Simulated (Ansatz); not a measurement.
# MgS

Method: PBEsol, scalar-relativistic; no spin polarisation; PAW, 420 eV, 10×10×10 k-mesh, Gaussian smearing of 0.05 eV; code Ansatz; PAW files: Ansatz's generated set soft_2.

```
Mg S
1.0
     0.00000    2.59104    2.59104
     2.59104    0.00000    2.59104
     2.59104    2.59104    0.00000
Mg S
1 1
Direct
  0.00000 0.00000 0.00000
  0.50000 0.50000 0.50000
```

The chain of runs began from a cell as deposited in COD, expanded in volume.

The cell has space group Fm-3m (read at 0.01 Å). In it the stress is 0.00, 0.00, 0.00, 0.00, 0.00, 0.00 GPa and the largest force component 0.000 eV/Å. Each change below starts from this cell, without further relaxation. Stress is in GPa, positive in compression, in the order xx, yy, zz, yz, xz, xy; energies are counted from the cell above.

Problem. What happens when atom 2 (S) is moved by 0.05 Å along z?

Solution. The energy changes by 3.8 meV per cell, and the force on it along the shift is -0.152 eV/Å (−F/u = 3.04 eV/Å²). Stress: -0.02, -0.02, 0.30, 0.00, 0.00, 0.00.
```
atom  Fx (eV/Å)     Fy      Fz
 Mg1      0.000  0.000   0.152
  S2      0.000  0.000  -0.152
```
In a harmonic crystal the energy would rise by −½F·u = ½ × 3.04 × 0.05² eV = 3.8 meV, which matches.

Problem. What stress follows from an engineering strain of 1 % in xx, atoms carried along?

Solution. -1.44, -0.40, -0.40, 0.00, 0.00, 0.00 GPa; the energy changes by 1.6 meV per cell. The gap on the mesh goes from 2.73 eV to 2.66 eV.
The change of the stress over the strain gives a clamped-atom stiffness of about 144 GPa for this component, a secant value that lies under the elastic constant in tension and over it in compression, by several per cent for each per cent of strain.
In a harmonic crystal the energy would rise by V(½Cε² − σ₀ε), with σ₀ the stress of the unstrained cell, = 1.6 meV, which matches.

Kohn–Sham gaps of semilocal functionals lie under measured ones, often by a third or more.
